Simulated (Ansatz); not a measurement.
SiNi in space group Pnma (No. 62; Si on 4c, Ni on 4c) under volume change, PBEsol (plane waves, PAW; program Ansatz), shape and atoms relaxed at each volume.

```tsv
V (Å³/atom)	E − E(relaxed) (meV/atom)	P (GPa)
10.741	63.6	20.50
11.095	27.1	12.91
11.449	6.4	5.98
11.803	0.0	0.01
12.157	5.8	-5.07
12.511	21.8	-9.35
12.865	46.6	-12.94
```

Question: What does a third-order Birch–Murnaghan fit give for V₀, B₀ and B′?

Answer: V₀ = 11.81 Å³/atom, B₀ = 180 GPa, B′ = 4.0.

The cell was relaxed with PBEsol under the symmetry of its start; of distortions, only those at the zone centre were tested. The run is not spin-polarised.

Potentials: the later of the program's two PAW sets.
